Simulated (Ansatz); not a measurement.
NaSrI, a known structure type with other elements, at an estimated volume

```xyz
6
Lattice="4.6188 0.0000 0.0000 0.0000 4.6188 0.0000 0.0000 0.0000 8.9290" Properties=species:S:1:pos:R:3 pbc="T T T"
Sr    0.0000    2.3094    1.7858
Sr    2.3094    0.0000    7.1432
Na    0.0000    0.0000    0.0000
Na    2.3094    2.3094    0.0000
I     0.0000    2.3094    6.2503
I     2.3094    0.0000    2.6787
```

Single point in Ansatz 0.2.0 with PBE, no spin polarisation. Cutoff 420 eV, PAW datasets, 7×7×4 Γ-centred k mesh, fermi-dirac filling (width 0.0609 eV).

Problem. Give the Bader charges.

Solution. Bader charges in e: Na +0.13, Sr +0.88, I -1.02. In the mean Sr gives up most and I takes most.

Problem. Describe some of the short contacts.

Solution. Sr–Na at 2.92 Å: least valence density 0.10 e/Å³ and ELF 0.09 there. Na–Na at 3.27 Å: least valence density 0.09 e/Å³ and ELF 0.68 there. Sr–I at 3.39 Å: least valence density 0.11 e/Å³ and ELF 0.08 there. Both are smooth PAW fields, read partly inside the augmentation spheres.

Problem. What does the stress say?

Solution. The pressure is 8.1 GPa (compression positive), so with the atoms held at these fractions the cell would first expand; the forces are large, so a full relaxation may end otherwise. The principal stresses 6.8, 6.8, 10.6 GPa differ, so its shape would change too.

Problem. What happens at the Fermi level?

Solution. It is a metal, with about 1.9 states/eV a cell as the mean within 0.25 eV of the Fermi level.

Problem. What is the formation energy?

Solution. -0.07 eV an atom against the elements' usual phases (free molecules for gases, crystals otherwise, with no correction for O₂ or N₂), so it is bound against them; other compounds may still compete. Relaxing would lower it.

Origin: a known structure type with other elements, at an estimated volume, so it need not be a known compound. Caveats: atoms or cell far from equilibrium.
